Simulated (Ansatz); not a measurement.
# Is this HfH structure a true minimum?

The structure comes from a generated guess, relaxed at this level; another structure or a mixture of phases may lie lower.

All numbers below come from DFT PBE, scalar-relativistic, plane waves, PAW (Ansatz). Settings: cutoff 420 eV, Γ-centred mesh 22×22×22 on the computed 2-atom cell, Gaussian smearing of 0.10 eV; no spin polarisation.

The cell below (2 atoms, space group Fm-3m (No. 225)) is relaxed within its symmetry.

```
Hf H
1.0
     0.00000    2.27159    2.27159
     2.27159    0.00000    2.27159
     2.27159    2.27159    0.00000
Hf H
1 1
Direct
  0.00000 0.00000 0.00000
  0.50000 0.50000 0.50000
```

For the test a repeat of it with 4 atoms (edges 3.21, 3.21, 5.56 Å) was strained at random (σ = 1.5 % a component), the atoms were moved at random (σ = 0.10 Å), and all was relaxed again on a coarse 8×8×8 mesh (in the run’s order of axes) with 0.20 eV smearing, with no symmetry imposed.

Spin–orbit coupling, which can matter for Hf, is left out. The cell is a metal run without spin; a magnetic state may lie lower.

**Question.** Is the structure stable against such a distortion?

**Answer.** It returns, within 1 meV/atom of the unmoved cell on that mesh and with the same symmetry when read at 0.1 Å (C2/m at 0.01 Å, so small strains and shifts remain). So it is stable against the distortions that fit this cell and that this random move excites. Modes that don't fit the cell aren't tested.
